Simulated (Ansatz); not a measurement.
This cell of EuO (rock salt) is off equilibrium:

```xyz
2
Lattice="0.0000 2.5723 2.5723 2.5723 0.0000 2.5723 2.5723 2.5723 0.0000" Properties=species:S:1:pos:R:3 pbc="T T T"
O      0.0000     0.0000     0.0000
Eu     2.5723     2.5723     2.5723
```

Level of theory: PBE (plane waves to 420 eV, PAW, scalar-relativistic; Ansatz, an electronic-structure program). k mesh 16×16×16 (Γ-centred), Fermi-Dirac smearing 0.05 eV. The energy includes the smearing's −TS. Stress and pressure are positive under compression. EuO is run spin-polarised and with no Hubbard U. EuO was relaxed with its symmetry unable to fall. Relaxed EuO ends ferromagnetic. Other magnetic orders were not checked, so this need not be the ground state. The filling of the f shell was not checked against other fillings, so treat energies with care.

**Question.** What is the stress tensor (GPa)?

**Answer.** 
```
   -4.2      0.0      0.0
    0.0     -4.2      0.0
    0.0      0.0     -4.2
```
The pressure, a third of the trace, is -4.2 GPa.

**Question.** It is the relaxed cell scaled evenly to V/V₀ = 1.050, atoms relaxed where free. What is its energy relative to the relaxed cell?

**Answer.** 11 meV/atom.

(A scan under strain: stresses follow from slopes of the energy per volume, elastic moduli from its curvatures.)
